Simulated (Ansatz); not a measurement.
NaTl2MoF6 in space group Fm-3m (No. 225; Na on 4b, Tl on 8c, Mo on 4a, F on 24e), plane-wave PAW r²SCAN (Ansatz code). The conduction-band minimum lies at X, with 3 equivalent valleys. Second derivatives d²E/dk² of the lowest band at one valley (eV·Å²), along Cartesian directions:

```csv
direction,d²E/dk²
[100],27.58
[010],10.99
[001],10.99
[110],19.29
[101],19.29
[011],10.99
```

**Question.** Find the principal effective masses, the density-of-states mass and the conductivity mass.

**Answer.** Off-diagonal terms follow from H_xy = H[110] − (H_xx + H_yy)/2, and m*/mₑ = 7.620 eV·Å² over each eigenvalue: 0.28, 0.69, 0.69. One valley's DOS mass (m₁m₂m₃)^(1/3) = 0.51, conductivity mass 3/(Σ 1/mᵢ) = 0.46 mₑ.

**Question.** What effective density of states Nc follows at 300 K for parabolic valleys?

**Answer.** Nc = 2.509e19 × 3 × (0.51)^(3/2) / 2 (one spin channel) ≈ 1.4e19 cm⁻³.

The first step of the workflow began from a Materials Project structure, measured or hypothetical; the Crystallography Open Database files this formula in space group No. 225, but the cells were not matched. Whether it is the stable phase at ambient conditions was not checked. The r²SCAN relaxation kept the symmetry of its start; its stability against distortions is not shown here. The final state is ferromagnetic, chosen from 3 collinear starts compared on coarse meshes (ties went to the first, and starts can fall back to one state), not a proven ground state. Other orbital occupations within this spin state were not tried. No Hubbard U is applied. Scalar-relativistic: spin–orbit coupling is off unless named, which matters more the heavier the elements.

Potentials: the later of the program's two PAW sets.

Edges and masses are those of Kohn–Sham bands, whose gap is no quasiparticle gap.
